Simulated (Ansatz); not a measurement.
# V$_{2}$N$_{3}$: clamped-ion strain scan

Method: DFT PBEsol, scalar-relativistic, plane waves, PAW in Ansatz. Settings: plane waves to 420 eV, k-mesh 18×18×8 (Γ-centred), Gaussian smearing 0.15 eV. No spin polarisation. Energies are free energies at this smearing, counted from the undisturbed cell; pressure is positive in compression.

The starting cell (relaxed at this level; with this scan's settings it stands at 0.1 GPa; it needn't be the usual structure):

```xyz
5
Lattice="2.7798 0.0000 0.0000 -1.3899 2.4074 0.0000 0.0000 0.0000 6.1964" Properties=species:S:1:pos:R:3 pbc="T T T"
V     1.3899    0.8025    1.8720
V     0.0000    1.6049    4.3243
N     0.0000    0.0000    3.0982
N     0.0000    0.0000    0.6657
N     0.0000    0.0000    5.5306
```

The cell is strained by ε times the Voigt pattern (0, 1, 0, 0, 0, 0) (xx, yy, zz, yz, xz, xy; engineering shear) with fractional coordinates fixed. The cell is metallic on the mesh throughout.

```csv
ε,ΔE (meV/atom)
-0.0200,6.1
-0.0150,3.5
-0.0100,1.5
-0.0050,0.4
0.0000,0.0
0.0050,0.3
0.0100,1.4
0.0150,3.1
0.0175,4.2
0.0200,5.5
```

(1) Predict the pressure (GPa) at each point.

Results:

(1)
```
      ε  pressure (GPa)
-0.0200             6.3
-0.0150             4.6
-0.0100             3.1
-0.0050             1.5
 0.0000             0.1
 0.0050            -1.4
 0.0100            -2.8
 0.0150            -4.1
 0.0175            -4.8
 0.0200            -5.4
```

Cost: 10 runs of about 4.3 core-minutes in all, on Oxide Virtual Turin-like Processor (Zen 5) (shared hosts).